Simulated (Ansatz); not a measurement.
Relaxation path: bcc Ta (110), 6 layers

DFT, PBE, PAW with Ansatz's default frozen-core files, scalar-relativistic (Ansatz 0.2.0); a Γ-centred 13×13×1 k mesh, Fermi–Dirac smearing of 0.1 eV, no spin polarisation. The run relaxes the atoms in the fixed cell.

Command: `ansatz run input.yaml --threads 2 --pin off --max-ram 4096MiB --backend cpu --events-out ev --progress --plain --runs-dir out` It took 2 min on 2 threads of Intel(R) Xeon(R) Platinum 8375C CPU @ 2.90GHz (Ice Lake), with other jobs on the host, peak memory 0.74 GiB.

```yaml
crystal:
  lattice:
    - [2.8752873616, 0.0, 0.0]
    - [-0.9584291205, 2.7108469216, 0.0]
    - [0.0, 0.0, 27.7383]
  atoms:
    - { symbol: Ta, position: [0.25, 0.25, 0.2884096808] }
    - { symbol: Ta, position: [0.75, 0.75, 0.3730458085] }
    - { symbol: Ta, position: [0.25, 0.25, 0.4576819362] }
    - { symbol: Ta, position: [0.75, 0.75, 0.5423180638] }
    - { symbol: Ta, position: [0.25, 0.25, 0.6269541915] }
    - { symbol: Ta, position: [0.75, 0.75, 0.7115903192] }
kpoints:
  mp_grid: { grid: [13, 13, 1] }
scf:
  occupations: { method: fermi_dirac, width: 0.1 }
hamiltonian:
  xc: pbe
  pseudopotentials: { kind: paw }
output:
  forces: true
  stress: true
  eigenvalues: true
  write_density: true
  write_potential: true
  elf: true
  volumetric_format: npy
relax:
  f_tol: 0.01
  max_steps: 40
efield:
  axis: 3
  amplitude: 0
  dipole_correction: true
```

Each step lists its free energy a cell above the last geometry, and Cartesian positions (Å) with forces (eV/Å).

The first step:

```
step 1  dF = 54.23 meV
  Ta 0.4792 0.6777 8.0000   0.0000 0.0000 0.4965
  Ta 1.4376 2.0331 10.3477   0.0000 0.0000 -0.4225
  Ta 0.4792 0.6777 12.6953   0.0000 0.0000 -0.0799
  Ta 1.4376 2.0331 15.0430   0.0000 0.0000 0.0799
  Ta 0.4792 0.6777 17.3906   0.0000 0.0000 0.4225
  Ta 1.4376 2.0331 19.7383   0.0000 0.0000 -0.4965
```

Spin–orbit coupling is left out, which matters for the heavy atoms.

Q: Where does the relaxation end, and by which steps?

A: After 5 geometries, with a shortest distance of 2.792 Å. The further steps:
```
step 2  dF = 110.17 meV  (not accepted)
  Ta 0.4792 0.6777 8.1931   0.0000 0.0000 -0.8823
  Ta 1.4376 2.0331 10.3140   0.0000 0.0000 0.8466
  Ta 0.4792 0.6777 12.6673   0.0000 0.0000 0.2943
  Ta 1.4376 2.0331 15.0710   0.0000 0.0000 -0.2943
  Ta 0.4792 0.6777 17.4243   0.0000 0.0000 -0.8466
  Ta 1.4376 2.0331 19.5452   0.0000 0.0000 0.8823
step 3  dF = 0.30 meV
  Ta 0.4792 0.6777 8.0931   0.0000 0.0000 0.0052
  Ta 1.4376 2.0331 10.3384   0.0000 0.0000 0.0284
  Ta 0.4792 0.6777 12.6937   0.0000 0.0000 -0.0009
  Ta 1.4376 2.0331 15.0446   0.0000 0.0000 0.0009
  Ta 0.4792 0.6777 17.3999   0.0000 0.0000 -0.0284
  Ta 1.4376 2.0331 19.6452   0.0000 0.0000 -0.0052
step 4  dF = 1.92 meV  (not accepted)
  Ta 0.4792 0.6777 8.1265   0.0000 0.0000 -0.0231
  Ta 1.4376 2.0331 10.3694   0.0000 0.0000 -0.0668
  Ta 0.4792 0.6777 12.7032   0.0000 0.0000 0.0144
  Ta 1.4376 2.0331 15.0351   0.0000 0.0000 -0.0144
  Ta 0.4792 0.6777 17.3689   0.0000 0.0000 0.0668
  Ta 1.4376 2.0331 19.6118   0.0000 0.0000 0.0231
step 5  dF = 0.00 meV
  Ta 0.4792 0.6777 8.1017   0.0000 0.0000 0.0007
  Ta 1.4376 2.0331 10.3469   0.0000 0.0000 0.0013
  Ta 0.4792 0.6777 12.6965   0.0000 0.0000 0.0002
  Ta 1.4376 2.0331 15.0418   0.0000 0.0000 -0.0002
  Ta 0.4792 0.6777 17.3914   0.0000 0.0000 -0.0013
  Ta 1.4376 2.0331 19.6366   0.0000 0.0000 -0.0007
```
